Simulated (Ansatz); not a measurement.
WSe$_{2}$ (2H-MoS2 type, space group P6_3/mmc)

```
WSe2
1.0
    3.29989     0.00000     0.00000
   -1.64994     2.85779     0.00000
    0.00000     0.00000    13.15129
W Se
2 4
Direct
  0.33333   0.66667   0.25000
  0.66667   0.33333   0.75000
  0.33333   0.66667   0.62336
  0.66667   0.33333   0.12336
  0.66667   0.33333   0.37664
  0.33333   0.66667   0.87664
```

In each cell atom 5 (Se, nearest neighbour W at 2.531 Å; its periodic images, 3.3 Å or more away, move with it) moves by s·(0.000, 0.000, 1.000) (along Cartesian z), the rest being held.

The numbers are results of r2SCAN+rVV10 (plane waves to 500 eV, PAW, scalar-relativistic; Ansatz, an electronic-structure program), not measurements. k mesh 9×9×2 (Γ-centred), Fermi-Dirac smearing 0.05 eV. E stands for the smeared free energy. As the smearing reaches across the gap at some points, energies and forces of such displacements shift with the k mesh and the smearing. Spin-orbit coupling is left out, though W is heavy. WSe2 is run without spin polarisation. WSe2 was relaxed with its symmetry unable to fall. The zero of ΔE is the undisplaced structure. The last digit holds for this mesh only.

| s (Å) | ΔE (meV/cell) |
|---|---|
| -0.510 | 2856.1 |
| -0.408 | 1789.4 |
| -0.306 | 966.4 |
| -0.204 | 403.9 |
| -0.102 | 94.3 |
| 0.000 | 0.0 |
| 0.102 | 81.1 |
| 0.204 | 299.8 |
| 0.306 | 622.0 |
| 0.408 | 1018.1 |
| 0.510 | 1463.2 |

Problem. What force constant k = d²E/ds² at s = 0 does the table give?

Solution. 17 eV/Å². It is the second difference of the nearest points, corrected with the next pair.

Problem. With k = 16.85 eV/Å² from the forces, is the well harmonic out to s = 0.510 Å?

Solution. ½ks² = 2191 meV/cell against the computed 1463 meV/cell, so the well is softer than harmonic there.

(For displaced atoms, the force is minus the slope of the energy, and its curvature is a force constant, which sets phonon frequencies.)
